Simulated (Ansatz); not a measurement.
This cell of LiNbO₃ (LiNbO3 type, space group R3c) is off equilibrium:

```
CELL_PARAMETERS angstrom
      2.59491     1.49817     4.67185
     -2.59491     1.49817     4.67185
      0.00000    -2.99635     4.67185
ATOMIC_POSITIONS crystal
  Li 0.70691 0.70691 0.70691
  Li 0.19835 0.19835 0.19835
  Nb 0.98290 0.98290 0.98290
  Nb 0.48481 0.48481 0.48481
  O  0.62490 0.87488 0.26252
  O  0.87488 0.26252 0.62490
  O  0.26252 0.62490 0.87488
  O  0.76391 0.37258 0.12765
  O  0.37258 0.12765 0.76391
  O  0.12765 0.76391 0.37258
```

Calculation: PBE (plane waves to 420 eV, PAW, scalar-relativistic; Ansatz, an electronic-structure program). k mesh 8×8×8 (Γ-centred), Fermi-Dirac smearing 0.05 eV. Stress and pressure are positive under compression. LiNbO3 is run without spin polarisation. LiNbO3 was relaxed with its symmetry unable to fall.

Q: Predict the force on every atom, in eV/Å.

A: 
```
atom      Fx      Fy      Fz
----  ------  ------  ------
Li1    0.000   0.000  -0.057
Li2    0.000   0.000   0.071
Nb3    0.000   0.000   0.191
Nb4    0.000   0.000  -0.189
O5     0.015  -0.001   0.008
O6    -0.009  -0.013   0.008
O7    -0.007   0.014   0.008
O8    -0.015   0.011  -0.013
O9     0.017   0.008  -0.013
O10   -0.002  -0.019  -0.013
```

(For displaced atoms, the force is minus the slope of the energy, and its curvature is a force constant, which sets phonon frequencies.)
